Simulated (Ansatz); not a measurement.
# Zone-centre phonons of AlCu3: input and output

Method: Ansatz, DFT LDA, scalar-relativistic, plane waves, PAW.

Launched with:
```bash
ansatz run input.yaml --threads 1 --pin off --max-ram 3072MiB --backend cpu --events-out ev --progress --plain --runs-dir out
```

Input (bare energies are in eV):
```yaml
crystal:
  lattice:
    - [0.0, 2.8500014746, 2.8500014746]
    - [2.8500014746, 0.0, 2.8500014746]
    - [2.8500014746, 2.8500014746, 0.0]
  atoms:
    - { symbol: Al, position: [0.0, 0.0, 0.0] }
    - { symbol: Cu, position: [0.5, 0.5, 0.5] }
    - { symbol: Cu, position: [0.25, 0.25, 0.25] }
    - { symbol: Cu, position: [0.75, 0.75, 0.75] }
basis:
  ecutwfc: 420
kpoints:
  mp_grid: { grid: [12, 12, 12] }
hamiltonian:
  xc: lda
scf:
  occupations: { method: fermi_dirac, width: 0.15 }
output:
  eigenvalues: true
phonons:
  method: dfpt
  eigenvectors: true
```

The end of the output:
```
--- Phonons (Γ-DFPT): 3 representative perturbations + reference, on 163 of 1728 k-points (Σ response iterations 11) ---
  k mesh reduced under 8 symmetry operations, with k and −k counted as one. Each operation leaves every solved displacement unchanged or reverses it
  ASR residual: 2.160e-4 → 0.000e0 eV/Å²; symmetrization residual: 3.404e-6 eV/Å²
  ASR residual per site (eV/Å²): 1.42e-5 2.03e-4 2.16e-4 2.16e-4
  Γ frequencies (cm⁻¹): 0.00 0.00 0.00 166.45 166.45 166.45 200.36 200.36 200.36 305.65 305.65 305.65
  non-analytic LO–TO correction: not included (Born effective charges unavailable; polar crystals: no LO–TO splitting at Γ)
```

The run took 66 s on 1 thread of Intel(R) Xeon(R) Platinum 8488C (Sapphire Rapids), with other jobs on the host, peak memory 1.1 GiB.

In a metal, frequencies and elastic constants depend on the k mesh and the smearing, soft modes and shear constants most.